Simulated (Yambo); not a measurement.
Yambo run on SiO2 (α-quartz, space group P3_121, No. 152). The wavefunctions come from this Quantum ESPRESSO step (PBEsol, PseudoDojo standard norm-conserving files, scalar-relativistic):

```
&CONTROL
  calculation = 'nscf'
  pseudo_dir = './pseudo'
  outdir = './out'
/
&SYSTEM
  ibrav = 0
  nat = 9
  ntyp = 2
  ecutwfc = 84.0
  ecutrho = 336.0
  occupations = 'fixed'
  force_symmorphic = .true.
  nbnd = 214
/
&ELECTRONS
  conv_thr = 9.000000000000001e-09
  diago_full_acc = .true.
  diago_thr_init = 1e-08
/
ATOMIC_SPECIES
O 15.9990 O.upf
Si 28.0850 Si.upf
CELL_PARAMETERS angstrom
  4.914970052000   0.000000000000   0.000000000000
 -2.457485026000   4.256488924000   0.000000000000
  0.000000000000   0.000000000000   5.431300000000
ATOMIC_POSITIONS crystal
O   0.269220000000   0.413390000000   0.784890000000
O   0.586610000000   0.855830000000   0.118223333000
O   0.144170000000   0.730780000000   0.451556667000
O   0.413390000000   0.269220000000   0.215110000000
O   0.855830000000   0.586610000000   0.881776667000
O   0.730780000000   0.144170000000   0.548443333000
Si   0.531090000000   0.531090000000   0.000000000000
Si   0.468910000000   0.000000000000   0.333333333000
Si   0.000000000000   0.468910000000   0.666666667000
K_POINTS automatic
3 3 4 0 0 0
```

Yambo input:

```
rim_cut
gw0
dyson
el_el_corr
HF_and_locXC
ppa
em1d
RandQpts= 1000000
RandGvec= 1 Ry
EXXRLvcs= 84 Ry
VXCRLvcs= 336 Ry
Chimod= "HARTREE"
% BndsRnXp
 1 | 213 |
%
NGsBlkXp= 8 Ry
% LongDrXp
 1.0 | 1.0 | 1.0 |
%
PPAPntXp= 27.2114 eV
% GbndRnge
 1 | 213 |
%
GTermKind= "BG"
DysSolver= "n"
ExtendOut
% QPkrange
 1 | 1 | 24 | 25 |
 3 | 3 | 24 | 25 |
 7 | 7 | 24 | 25 |
 9 | 9 | 24 | 25 |
%
```

k points by index: 1 = Γ, 3 = A, 7 = K, 9 = H.

The o-*.qp file then holds:

```
#    K-point    Band    Eo [eV]    E [eV]    E-Eo [eV]    Vxc [eV]    Vnlxc [eV]    Sc|Eo [eV]    Sc|E [eV]    dSc/dw|Eo [eV]    Re(Z)    Im(Z)
#
    1    24    -0.307502    -2.173862    -1.866360    -19.30164    -25.31951    3.740284    4.151506    -5.995258    0.819455    -0.996755E-3
    1    25    5.866724    6.952521    1.085797    -11.17378    -6.648591    -3.277098    -3.439391    -4.066999    0.869974    -0.733852E-3
    3    24    -0.086941    -1.925935    -1.838994    -19.71158    -25.74353    3.785796    4.192951    -6.024293    0.818739    -0.991180E-3
    3    25    7.805963    9.154962    1.348999    -12.47201    -7.576729    -3.328891    -3.546282    -4.384871    0.861221    -0.791993E-3
    7    24    0.000000    -1.813020    -1.813020    -19.85109    -25.83811    3.773650    4.174005    -6.008541    0.819127    -0.984871E-3
    7    25    8.765244    10.25799    1.492742    -12.57481    -7.306697    -3.529626    -3.775369    -4.479442    0.858651    -0.812128E-3
    9    24    -0.578426    -2.483879    -1.905453    -19.12793    -25.22363    3.768500    4.190249    -6.022571    0.818781    -0.001011
    9    25    8.827729    10.58702    1.759286    -14.13074    -8.090004    -3.972455    -4.281452    -4.779120    0.850607    -0.815880E-3
```
(The two width columns are left out.) Convergence of these settings isn't established.

Geometry of the Materials Project entry, not relaxed at this level.
